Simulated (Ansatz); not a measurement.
Data:

LiCl:
```cif
data_Cl4Li4
_chemical_formula_sum 'Li4 Cl4'
_space_group_name_H-M_alt 'Fm-3m'
_space_group_IT_number 225
_space_group_name_Hall '-F 4 2 3'
_cell_length_a 5.11227
_cell_length_b 5.11227
_cell_length_c 5.11227
_cell_angle_alpha 90.000
_cell_angle_beta 90.000
_cell_angle_gamma 90.000
loop_
_atom_site_label
_atom_site_type_symbol
_atom_site_symmetry_multiplicity
_atom_site_Wyckoff_symbol
_atom_site_fract_x
_atom_site_fract_y
_atom_site_fract_z
_atom_site_occupancy
Li1 Li 4 a 0.00000 0.00000 0.00000 1
Cl1 Cl 4 b 0.50000 0.50000 0.50000 1
```
(The calculation used a cell of 2 atoms; values per cell refer to that cell.)

This is the r²SCAN-relaxed structure.

All from the program Ansatz at the r²SCAN level (PAW), unless another level is named. Give the formation energy from the elements (no fitted shifts).

-2.02 eV/atom.

Give the band gap.

7.29 eV (smallest direct gap 7.29 eV).

Give the electron effective mass.

0.47 mₑ (isotropic).

And the HSE06 gap on the r²SCAN cell?

7.78 eV.

And the conduction-band minimum?

at Γ.

Symmetry was held in the r²SCAN relaxation. The references are the lowest solids computed at this level, not always the standard phases (solids in place of the gases).

Potentials: the later of the program's two PAW sets.
